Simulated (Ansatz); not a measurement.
Re (P6_3/mmc): lattice vibrations

```yaml
crystal:
  lattice:
    - [2.75018, 0.00000, 0.00000]
    - [-1.37509, 2.38173, 0.00000]
    - [0.00000, 0.00000, 4.44501]
  atoms:
    - { symbol: Re, position: [0.33333, 0.66667, 0.25000] }
    - { symbol: Re, position: [0.66667, 0.33333, 0.75000] }
```

Level of theory, where no other is named: PBEsol, PAW on Ansatz 0.2.0's default frozen-core files (fitted under PBE), scalar-relativistic. k mesh 15×15×8, Fermi-Dirac smearing of 0.080 eV, cutoff 420 eV. The cell was relaxed by PAW under this functional.

Atoms are displaced by 0.0025 Å in the smallest supercells that hold the wave vectors of a 3×3×1 mesh. Negative values stand for unstable modes.

Problem. What are the phonon energies at the solved wave vectors, in THz?

Solution. 

```json
{"q": "0.000 0.000 0.000", "point": "Gamma", "modes (THz)": "3.35, 3.70 (×2)"}
{"q": "0.333 0.000 0.000", "point": "–", "modes (THz)": "3.12, 3.30, 3.58, 4.85, 5.29, 5.58"}
{"q": "0.333 0.333 0.000", "point": "K", "modes (THz)": "3.85, 4.67 (×2), 4.91, 5.89 (×2)"}
```

Problem. Is the structure dynamically stable at these wave vectors?

Solution. Yes, no mode is unstable there; wave vectors off this mesh aren't tested.

Problem. How do the optical zone-centre modes decompose, and which are active?

Solution. Point group 6/mmm: Γ_opt = B1g + E2g.

| label | THz | activity | mostly |
| --- | --- | --- | --- |
| B1g | 3.35 | silent | Re (100 %) |
| E2g | 3.70 | Raman | Re (100 %) |

Problem. The cell is scaled evenly to 28.533 and 29.698 Å³ (from 29.116), with free atoms relaxed and the shape held, so these aren't the values under hydrostatic pressure. What are the mode Grüneisen parameters γ = −d ln ω/d ln V?

Solution. For the highest mode, 204.5 cm⁻¹ in the small cell and 188.6 in the large one give γ ≈ 2.02. From the change of the dynamical matrix on each mode:

```
    point   cm⁻¹     γ
    Gamma  111.6  7.60
    Gamma  123.3  1.54
0.333/0/0  104.0  2.16
0.333/0/0  110.0  1.73
0.333/0/0  119.5  2.51
0.333/0/0  161.9  3.11
0.333/0/0  176.6  2.23
0.333/0/0  186.2  2.50
        K  128.6  3.26
        K  155.9  2.14
        K  163.8  3.08
        K  196.4  2.03
```

Weighted by the modes' heat capacities at 300 K, the mean on this mesh is 2.46; it moves with the q mesh, and a coarse one overweights the zone boundary.

Limits of these numbers: frozen-core PAW files fitted under PBE, their cores solved anew for the functional of the run; responses of metals move with mesh and smearing; no spin-orbit coupling on heavy atoms.
